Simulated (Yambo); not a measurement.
BSE-type run in Yambo on CO2 (space group P4_2/mnm, No. 136), at finite momentum (a q point of the mesh, 1.21 1/Å).

Quantum ESPRESSO step (PBEsol, PseudoDojo standard norm-conserving files, scalar-relativistic):
```
&CONTROL
  calculation = 'nscf'
  pseudo_dir = './pseudo'
  outdir = './out'
/
&SYSTEM
  ibrav = 0
  nat = 6
  ntyp = 2
  ecutwfc = 84.0
  ecutrho = 336.0
  occupations = 'fixed'
  force_symmorphic = .true.
  nbnd = 51
/
&ELECTRONS
  conv_thr = 6.000000000000001e-09
  diago_full_acc = .true.
  diago_thr_init = 1e-08
/
ATOMIC_SPECIES
C 12.0110 C.upf
O 15.9990 O.upf
CELL_PARAMETERS angstrom
  4.377834741000   0.000000000000   0.000000000000
  0.000000000000   4.377834741000   0.000000000000
  0.000000000000   0.000000000000   4.767368215000
ATOMIC_POSITIONS crystal
C   0.500000000000   0.500000000000   0.500000000000
C   0.000000000000   0.000000000000   0.000000000000
O   0.311565530500   0.688434469500   0.500000000000
O   0.688434469500   0.311565530500   0.500000000000
O   0.811565530500   0.811565530500   0.000000000000
O   0.188434469500   0.188434469500   0.000000000000
K_POINTS automatic
6 6 6 0 0 0
```

Yambo input:
```
rim_cut
optics
bse
bss
dipoles
em1s
RandQpts= 1000000
RandGvec= 1 Ry
FFTGvecs= 40 Ry
Chimod= "HARTREE"
BSKmod= "SEX"
BSEmod= "resonant"
BSSmod= "hs"
BSENGexx= 15 Ry
BSENGBlk= 3 Ry
% KfnQP_E
 3.806 | 1.0 | 1.0 |
%
% BSEQptR
 40 | 40 |
%
% BSEBands
 13 | 21 |
%
% BEnRange
 0.0 | 15.7 | eV
%
% BDmRange
 0.15 | 0.15 | eV
%
BEnSteps= 314
% BLongDir
 1.0 | 0.0 | 0.0 |
%
BSHayTrs= -0.02
BSSNEig= 24
WRbsWF
% BndsRnXs
 1 | 46 |
%
NGsBlkXs= 3 Ry
% LongDrXs
 1.0 | 1.0 | 1.0 |
%
```

From the report:

The dimension is k points × valence × conduction bands = 216 × 4 × 5 = 4320.
```
   [SLEPC] Approach                          : Krylov-Schur
   [SLEPC] Number of requested eigenvalues   :  24
   [SLEPC] Number of eigenvalues        [NEV]:  24
    [K] Dimension                                    :   4320
    [K] Bands                                        :  13  21
    [K] Exchange res                                 : yes
    [K] Correlation res                              : yes
    [K] W interaction is bare                        : no
    [K] RL vectors exchange                          :   627
    [K] RL vectors correlation                       :   65
    [W] Matrix size                                  :   65
    [W] Bands                                        :    1   46
    [W] Coulomb Cutoff                               : none
    [W] Hxc Kernel                                   : HARTREE
```

Geometry relaxed with PBE+D3(BJ).

The structure is a Materials Project entry; no match was found in the copy of COD used, and its stability was not checked.
